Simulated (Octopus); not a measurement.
# MgO (Fm-3m, No. 225): Octopus summary

MgO (Fm-3m, No. 225):
```xyz
2
Lattice="0.0000 2.0970 2.0970 2.0970 0.0000 2.0970 2.0970 2.0970 0.0000" Properties=species:S:1:pos:R:3 pbc="T T T"
Mg     0.0000     0.0000     0.0000
O      2.0970     0.0000     0.0000
```
The cell is a database entry, not relaxed again.

Level: LDA. Code: Octopus 16.4. Numerical set-up: grid spacing about 0.16 Å, Γ-centred 8×8×8 k-mesh, no spin polarisation; PseudoDojo 0.4 LDA potentials.

**Question.** What band gap does LDA give on the standard high-symmetry path?

**Answer.** 4.84 eV, direct at Γ. A grid finer by a fifth moves the gap between mesh points by 0.02 eV.
